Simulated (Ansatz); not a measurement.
The elements of this relaxed trial crystal are hidden behind letters.

```
lattice vectors (Å)
   5.4707    0.0000    0.0000
  -2.7353    4.7377    0.0000
   0.0000    0.0000    6.5241
fractional positions
X 0.3333 0.6667 0.2500
X 0.6667 0.3333 0.7500
Z 0.3333 0.6667 0.7500
Z 0.6667 0.3333 0.2500
```

These are results of DFT PBE, scalar-relativistic, plane waves, PAW (Ansatz 0.2.0), not measurements. Settings of the last relaxation (4-atom cell): 420 eV, 12×12×8 k points, Gaussian smearing of 0.10 eV, no spin polarisation.

| Property | Result |
| --- | --- |
| Space group | P6_3/mmc (No. 194) |
| Conventional cell | a = 5.471 Å, c = 6.524 Å |
| Volume per atom | 42.27 Å³ |
| Density | 6.61 g/cm³ |
| Formation energy | +0.09 eV/atom |
| Gap on the 12×12×8 mesh of the 4-atom cell | 0 eV (a metal) |

Energies are uncorrected and count from the elements' standard states at the same level.

Task: X is a p-block element of period 6 and Z is a p-block element of period 5. Which elements are they?

Result: X = Bi, Z = Te, so the formula is BiTe. Density times volume gives a mean mass of 6.61 × 42.27/1.6605 = 168.3 u per atom, and this set has 168.3 u. Around Bi lie 5 Te at 3.16–3.26 Å; Te has 5 Bi at 3.16–3.26 Å. Other sets within the hints have nearly the same mass, so mass alone doesn't settle it; this one was computed.

Spin–orbit coupling, which can matter for Bi and Te, is left out. A structure relaxed within its symmetry needn't be a true minimum. Another cell of BiTe relaxed alike, in R-3m (a Materials Project cell), lies 165 meV/atom lower, so this cell isn't the stable form at this level.
